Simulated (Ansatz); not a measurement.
**WSe2: energy along a strain**

WSe2, P6_3/mmc, a = 3.230 Å, c = 12.415 Å. Ansatz: PBEsol+D3(BJ), PAW, 420 eV, Γ-centred 12×12×4 mesh on 6 atoms, Gaussian smearing 0.05 eV; no spin polarisation. Cell vectors (Å): 3.230 0.000 0.000; -1.615 2.798 0.000; 0.000 0.000 12.415. The cell is strained by x per cent times the pattern (1 1 0 0 0 0) in the order xx yy zz yz xz xy (engineering shears), with fractional coordinates held. y is the free energy over the start, V0 = 18.700 Å³/atom.

```tsv
x (%)	y (meV/atom)
-4.00	70.69
-3.00	?
-2.00	16.75
-1.00	4.08
0.00	0.00
1.00	3.88
2.00	15.11
3.00	33.13
3.50	44.53
4.00	57.44
```

Problem. Fit y = c2 x² + c3 x³ to the other rows, get the stiffness along the pattern, and predict the missing energy.

Solution. Least squares on the rows shown. y = 4.0009 x² − 0.10388 x³. The clamped-ion stiffness p·C·p = 2 × 40.01 eV × 160.2 / 18.700 Å³ = 686 GPa. At x = -3.00 the fit asked for gives 38.81 meV/atom. The run gave 38.71 meV/atom, so the fit is 0.10 meV/atom too high, within twice the rms miss on the fitted rows (0.06 meV/atom).

Spin–orbit coupling is left out, which can shift energies with elements as heavy as these.

Cost: 10 runs of about 2 core-minutes in all, on Intel Xeon Platinum 8488C (Sapphire Rapids) (shared hosts).